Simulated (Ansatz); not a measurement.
Mg₃Sb₂ (A-La2O3 type, space group P-3m1)

```
CELL_PARAMETERS angstrom
      4.59592     0.00000     0.00000
     -2.29796     3.98018     0.00000
      0.00000     0.00000     7.27158
ATOMIC_POSITIONS crystal
  Sb 0.33333 0.66667 0.22580
  Sb 0.66667 0.33333 0.77420
  Mg 0.00000 0.00000 0.00000
  Mg 0.33333 0.66667 0.63237
  Mg 0.66667 0.33333 0.36763
```

The slice is a (0001) plane (indices of the conventional cell) through the point (0.667, 0.333, 0.368) (fractional), spanned by u = [110] and v = [1 -1 0] in vectors of this cell: u (4.60 Å) and v (7.96 Å, at 90° to u). It covers one period; positions are fractions (u, v).

All values below come from PBE (plane waves to 420 eV, PAW, scalar-relativistic; Ansatz, a quantum-chemistry and plane-wave program). k mesh 12×12×7. Inside the PAW spheres the values are not all-electron values, and peaks at nuclei hang on which shells count as valence. Mg3Sb2 was relaxed with its symmetry unable to fall. Spin-orbit coupling is left out, though Sb is heavy.

Question: Predict the map of the electrostatic potential energy of an electron, from the cell's mean on the slice.

Answer: 
```tsv
v \ u	0.00	0.14	0.29	0.43	0.57	0.71	0.86
0.92	x	x	4.3	6.8	6.8	4.3	x
0.83	2.5	4.1	6.3	7.1	7.1	6.3	4.1
0.75	-0.6	3.0	6.3	6.7	6.7	6.3	3.0
0.67	<-1.0	-0.7	4.6	3.4	3.4	4.6	-0.7
0.58	-0.5	2.6	1.0	x	x	1.0	2.6
0.50	5.8	5.1	x	x	x	x	5.1
0.42	7.0	6.0	1.0	x	x	1.0	6.0
0.33	7.1	6.8	5.4	3.0	3.0	5.4	6.8
0.25	6.6	6.7	5.1	0.6	0.6	5.1	6.7
0.17	3.0	4.3	3.3	<-1.0	<-1.0	3.3	4.3
0.08	x	x	3.1	0.7	0.7	3.1	x
0.00	x	x	2.8	5.7	5.7	2.8	x
```

Values: electrostatic potential energy of an electron, from the cell's mean, in eV. Points within 1 Å of a nucleus are blanked (x), as the pseudised field means little there. Values under -1 eV are set to -1. The zero, the cell's mean, hangs on the PAW cores.
